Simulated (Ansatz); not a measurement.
# WSi$_{2}$: energy along a strain

WSi$_{2}$, P6_222, a = 4.576 Å, c = 6.603 Å. This isn't the usual stable structure of the compound. Ansatz: PBEsol, PAW, 420 eV, Γ-centred 12×12×6 mesh on 9 atoms, Gaussian smearing 0.15 eV; no spin polarisation. Cell vectors (Å): 4.576 0.000 0.000; -2.288 3.963 0.000; 0.000 0.000 6.603. The cell is strained by x per cent times the pattern (1 0 0 0 0 0) in the order xx yy zz yz xz xy (engineering shears), with fractional coordinates held. y is the free energy over the start, V0 = 13.306 Å³/atom. Points with a strain past 8.5 % were computed too (3) and aren't used here.

```tsv
x (%)	y (meV/atom)
-7.50	?
-5.00	54.29
-2.50	12.64
0.00	0.00
2.50	10.99
5.00	40.80
7.50	85.21
```

Task: Fit y = c2 x² + c3 x³ to the other rows, get the stiffness along the pattern, and predict the missing energy.

Result: Least squares on the rows shown. y = 1.9060 x² − 0.052422 x³. The clamped-ion stiffness p·C·p = 2 × 19.06 eV × 160.2 / 13.306 Å³ = 459 GPa, which is C11 in these axes. At x = -7.50 the fit asked for gives 129.33 meV/atom. The run gave 130.97 meV/atom, so the fit is 1.64 meV/atom too low, 1.3 % of the span of the series, against an rms of 0.16 meV/atom on the fitted rows. The row lies outside the fitted range. With a term in x⁴ added, a fit to the same known rows predicts 130.73 meV/atom, so most of the miss is curvature that the known rows already hold. The records add, with no proof that it causes the miss: the gap is open there and closed in the run one row down.

Spin–orbit coupling is left out, which can shift energies with elements as heavy as these.

Cost: 10 runs of about 10 core-minutes in all, on Intel Xeon Platinum 8175M (Skylake/Cascade Lake) (shared hosts).